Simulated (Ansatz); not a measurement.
Data:

Ta:
```cif
data_Ta4
_chemical_formula_sum 'Ta4'
_space_group_name_H-M_alt 'Fm-3m'
_space_group_IT_number 225
_space_group_name_Hall '-F 4 2 3'
_cell_length_a 4.17585
_cell_length_b 4.17585
_cell_length_c 4.17585
_cell_angle_alpha 90.000
_cell_angle_beta 90.000
_cell_angle_gamma 90.000
loop_
_atom_site_label
_atom_site_type_symbol
_atom_site_symmetry_multiplicity
_atom_site_Wyckoff_symbol
_atom_site_fract_x
_atom_site_fract_y
_atom_site_fract_z
_atom_site_occupancy
Ta1 Ta 4 a 0.00000 0.00000 0.00000 1
```
(The calculation used a cell of 1 atom; values per cell refer to that cell.)

This is the PBEsol-relaxed structure.

Q: All from the program Ansatz at the PBEsol level (PAW), unless another level is named. Estimate the density of states at the Fermi level.

A: 1.2 states/eV per atom (mean over ±0.08 eV).

Q: Give the gap with spin–orbit coupling.

A: none (metallic).

The first step of the workflow began from a Materials Project structure, measured or hypothetical; the Crystallography Open Database files this formula in space group No. 225, but the cells were not matched. It is not the phase usual at ambient conditions (space group No. 229). Symmetry was held in the PBEsol relaxation. At this level the phase is mechanically unstable. No spin polarisation was allowed. Spin–orbit coupling is left out wherever it is not named.

Potentials: the earlier of the program's two PAW sets.
